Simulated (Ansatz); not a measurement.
Start of a relaxation, OCH3 put at a top Si site (Si, Fd-3m (No. 227), (1 1 1) face):

```yaml
crystal:
  lattice:
    - [7.66719, 0.00000, 0.00000]
    - [-3.83359, 6.63998, 0.00000]
    - [0.00000, 0.00000, 28.09432]
  atoms:
    - { symbol: Si, position: [0.66667, 0.33333, 0.30255] }
    - { symbol: Si, position: [0.66667, 0.83333, 0.30255] }
    - { symbol: Si, position: [0.16667, 0.33333, 0.30255] }
    - { symbol: Si, position: [0.16667, 0.83333, 0.30255] }
    - { symbol: Si, position: [0.50000, 0.50000, 0.33041] }
    - { symbol: Si, position: [0.50000, 0.00000, 0.33041] }
    - { symbol: Si, position: [0.00000, 0.50000, 0.33041] }
    - { symbol: Si, position: [0.00000, 0.00000, 0.33041] }
    - { symbol: Si, position: [0.00000, 0.50000, 0.41397] }
    - { symbol: Si, position: [0.00000, 0.00000, 0.41397] }
    - { symbol: Si, position: [0.50000, 0.50000, 0.41397] }
    - { symbol: Si, position: [0.50000, 0.00000, 0.41397] }
    - { symbol: Si, position: [0.83333, 0.66667, 0.44101] }
    - { symbol: Si, position: [0.83333, 0.16667, 0.44101] }
    - { symbol: Si, position: [0.33333, 0.66667, 0.44101] }
    - { symbol: Si, position: [0.33333, 0.16667, 0.44101] }
    - { symbol: Si, position: [0.33333, 0.66667, 0.52656] }
    - { symbol: Si, position: [0.33333, 0.16667, 0.52656] }
    - { symbol: Si, position: [0.83333, 0.66667, 0.52656] }
    - { symbol: Si, position: [0.83333, 0.16667, 0.52656] }
    - { symbol: Si, position: [0.16667, 0.83333, 0.55082] }
    - { symbol: Si, position: [0.16667, 0.33333, 0.55082] }
    - { symbol: Si, position: [0.66667, 0.83333, 0.55082] }
    - { symbol: Si, position: [0.66667, 0.33333, 0.55082] }
    - { symbol: O, position: [0.66667, 0.33333, 0.61418] }
    - { symbol: C, position: [0.56806, 0.25173, 0.65796] }
    - { symbol: H, position: [0.66870, 0.33573, 0.68721] }
    - { symbol: H, position: [0.43213, 0.26314, 0.65996] }
    - { symbol: H, position: [0.52817, 0.09410, 0.66011] }
```

Method: DFT PBE+D3(BJ), scalar-relativistic, plane waves, PAW in Ansatz. Settings: cutoff 420 eV, Γ-centred mesh 6×6×1 on the computed 29-atom cell, Gaussian smearing of 0.05 eV; collinear spin. A dipole correction removes the field between periodic images along c.

Atoms 1, 2, 3, 4, 5, 6, 7, 8, 9, 10, 11, 12 (counted from 1) are held. The cell is fixed. Force threshold 0.03 eV/Å.

Task: Where does it end?

Result: The energy falls by 0.484 eV in 13 steps, to:

```
CELL_PARAMETERS angstrom
7.66719 0.00000 0.00000
-3.83359 6.63998 0.00000
0.00000 0.00000 28.09432
ATOMIC_POSITIONS crystal
Si 0.66667 0.33333 0.30255
Si 0.66667 0.83333 0.30255
Si 0.16667 0.33333 0.30255
Si 0.16667 0.83333 0.30255
Si 0.50000 0.50000 0.33041
Si 0.50000 0.00000 0.33041
Si 0.00000 0.50000 0.33041
Si 0.00000 0.00000 0.33041
Si 0.00000 0.50000 0.41397
Si 0.00000 0.00000 0.41397
Si 0.50000 0.50000 0.41397
Si 0.50000 0.00000 0.41397
Si 0.83334 0.66664 0.44128
Si 0.83325 0.16669 0.44124
Si 0.33331 0.66661 0.44121
Si 0.33344 0.16668 0.44122
Si 0.33301 0.66566 0.52643
Si 0.33348 0.16621 0.52596
Si 0.83447 0.66841 0.52598
Si 0.83305 0.16605 0.52599
Si 0.16692 0.83365 0.55104
Si 0.16594 0.33149 0.55118
Si 0.66709 0.83347 0.55103
Si 0.66830 0.33612 0.55331
O 0.67866 0.35387 0.61266
C 0.59104 0.18146 0.64297
H 0.62607 0.23474 0.67987
H 0.42602 0.09373 0.63850
H 0.65255 0.08113 0.63565
```

The end is the local minimum or symmetric point that this start leads to. The slab is only 7.0 Å thick, so the energy isn't converged with thickness.

Cost: 1 run of about 3 core-hours, on Arm Neoverse V2 (shared hosts).